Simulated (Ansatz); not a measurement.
## ZnSb$_{2}$Te$_{4}$: settings compared (Ansatz)

Input:

```yaml
crystal:
  lattice:
    - [0.0, 6.252454, 0.0]
    - [6.252454, 0.0, 0.0]
    - [3.126227, 3.126227, -6.250411]
  atoms:
    - { symbol: Sb, position: [0.5, 0.5, 0.0] }
    - { symbol: Sb, position: [0.75, 0.25, 0.5] }
    - { symbol: Zn, position: [0.0, 0.0, 0.0] }
    - { symbol: Te, position: [0.375, 0.375, 0.75] }
    - { symbol: Te, position: [0.625, 0.125, 0.25] }
    - { symbol: Te, position: [0.875, 0.875, 0.75] }
    - { symbol: Te, position: [0.125, 0.625, 0.25] }
  symmetry: { tolerance: 0.0003 }
kpoints:
  mp_grid: { grid: [3, 3, 3], shift: [0, 0, 0] }
magnetization:
  spin_polarized: false
scf:
  occupations: { method: cold, width: 0.0665 }
hamiltonian:
  pseudopotentials: { kind: paw }
  xc: pbe
basis:
  ecutwfc: 420
output:
  forces: true
  stress: true
  eigenvalues: true
```

Launch command:

```bash
ansatz run input.yaml --threads 1 --pin off --max-ram 2560MiB --backend cpu --events-out ev --progress --plain --runs-dir out
```

Origin of the cell: a known structure type with other elements, at an estimated volume, so it need not be a known compound.

Output of this run (shortened):

```
Pseudopotentials: kind: paw
Pseudopotential: Sb, paw, valence charge 15, recommended cutoff 420 eV (normal), Sb.paw.azcp
Pseudopotential: Zn, paw, valence charge 12, recommended cutoff 420 eV (normal), Zn.paw.azcp
Pseudopotential: Te, paw, valence charge 16, recommended cutoff 420 eV (normal), Te.paw.azcp
Functional definition: PBE
  exchange = pbe_x(kappa = kappa, mu = beta*pi^2/3)
  correlation = pbe_c(beta = beta)
Crystal: 7 atoms, lattice volume = 244.348 Å³
Basis set: ecut = 420 eV, 4781 PW (Γ), exchange–correlation on 90×90×108 points (8 copies of the dense FFT grid, shifted against one another)
Bands: 64, of which v1, the nominal top of the filled ones, is band 53 counted from 1 (52 counted from 0)
Symmetry: 4 space group operations
Space group: I-4 (ITA 82), of the structure as read, at distance tolerance 1.9e-3 Å
[… 7 lines left out …]
Initial density: superposition of atomic densities (neutral atoms: chi_scale 0, normalization atom), corrected by the library's trained network
Functional: x = pbe(κ = 0.804, μ = 0.219515), c = pbe(β = 0.066725)
SCF iter   1: F=—  HF=-44205.574928 eV  Δρ=1.89e-3  dr2=2.15e-2  defer=3
SCF iter   2: F=—  HF=-44205.570576 eV  S|Δr|=    0.00e0  Δρ=1.14e-3  dr2=4.01e-3  defer=9
SCF iter   3: F=—  HF=-44205.570885 eV  S|Δr|=    0.00e0  Δρ=4.23e-4  dr2=7.94e-4  defer=1
SCF iter   4: F=—  HF=-44205.571002 eV  S|Δr|=    0.00e0  Δρ=2.98e-4  dr2=2.07e-4  defer=1
SCF iter   5: F=—  HF=-44205.571001 eV  S|Δr|=    0.00e0  Δρ=1.14e-4  dr2=4.95e-5  defer=1
SCF iter   6: F=—  HF=-44205.571004 eV  S|Δr|=    0.00e0  Δρ=3.23e-5  dr2=4.79e-6  defer=1
SCF iter   7: F=—  HF=-44205.571009 eV  S|Δr|=    0.00e0  Δρ=1.07e-5  dr2=3.85e-7  defer=1
SCF iter   8: F=-44205.571009 eV  HF=-44205.571009 eV  S|Δr|=    0.00e0  Δρ=2.87e-6  dr2=3.26e-8
SCF 1 converged in 8 iterations: F = -44205.571009 eV  dr2 = 3.26e-8
SCF converged after 8 iterations
Stability not checked: this state was not tested for a lower state beside it, because cold or Methfessel-Paxton smearing, or corrected tetrahedra, fill the levels in a way that the test cannot read (fill_not_monotonic; […]
Free energy (F): -44205.571009 eV
Harris-Foulkes:  -44205.571009 eV  (|F-HF|=3.31e-8)
Internal energy: -44205.577007 eV  (E = F + TS)
E sigma→0 (E₀):  -44205.573009 eV
Entropy (-TS):   0.005997 eV (0.857 meV/atom)
Fermi energy:    7.822313 eV
--- Per-component energies (eV) ---
  E_band       = -1552.412785
  E_kinetic    = 1278.518823
  E_local      = -11956.258929  (includes V_loc(G=0)·N_el)
  E_nonlocal   = 97.808189
  E_hartree    = 6296.922571
  E_xc         = -915.051716
  E_vxc        = -665.515194  (∫ρ·V_xc dr)
  E_paw        = -29625.524203  (= ΣΔE_a)
  E_vpaw       = -2900.807920  (= ΣTr[D̂ρ^β])
  E_aug_tail   = -0.001099  (compensation charges beyond the density's cutoff)
  E_ewald      = -9381.990642
  E_smearing   = 0.005997  (= −TS)
  Σ components = -44205.571009   (vs F -44205.571009, Δ=0.00e0)
--- Forces (eV/Å), atoms counted from 1 ---
  atom   1  Sb     0.000000     0.000000     0.000000
  atom   2  Sb    -0.000000     0.000000     0.000000
  atom   3  Zn     0.000000    -0.000000     0.000000
  atom   4  Te     0.052940    -2.421258     0.126118
  atom   5  Te    -2.421258    -0.052940    -0.126118
  atom   6  Te    -0.052940     2.421258     0.126118
  atom   7  Te     2.421258     0.052940    -0.126118
  max |Σ_I F_I| component: 8.88e-16 eV/Å
--- Stress (GPa, compression-positive) ---
        9.900432       0.000000      -0.000000
       -0.000000       9.900432       0.000000
       -0.000000       0.000000      11.619488
  P = ⅓ Tr σ = 10.4735 GPa (104.735 kbar)
```

The same input was run again with these changes:

1. `hamiltonian.dispersion` default → d4
2. `basis.xc_grid` default → 4; `scf.occupations.width` 0.0665 → 0.3
3. `kpoints.mp_grid.grid` [3, 3, 3] → [2, 2, 2]
4. `hamiltonian.xc` pbe → pbesol; `magnetization` { spin_polarized: false } → { spin_polarized: true } (starts: flip); typed moments: none

| run | end | SCF iterations | P (GPa) | max force component (eV/Å) | moment (μB) | ΔE(σ→0) (meV/atom) |
| --- | --- | --- | --- | --- | --- | --- |
| base | converged | 8 | 10.47 | 2.421 | – | 0 |
| 1 | converged | 8 | 8.46 | 2.443 | – | – |
| 2 | converged | 7 | 10.42 | 2.420 | – | 1.46 |
| 3 | converged | 8 | 10.56 | 2.328 | – | 8.98 |
| 4 | converged | 13 | 8.21 | 2.280 | 0.00 | – |

Energies are compared only where functional, datasets, charge and starting cell are the same.

Not properties of the system: run 3 (too coarse or loose: `kpoints.mp_grid.grid` = [2, 2, 2]).

Caveats of the base run: no spin-orbit coupling, though heavy elements are present; the k mesh is coarse if the cell is a metal.

Run 2: wide smearing.
Run 4: spin is on but no moment was typed.

The base run took 4.4 s of wall time on 1 CPU thread(s) of a shared host, from the program's own first density.
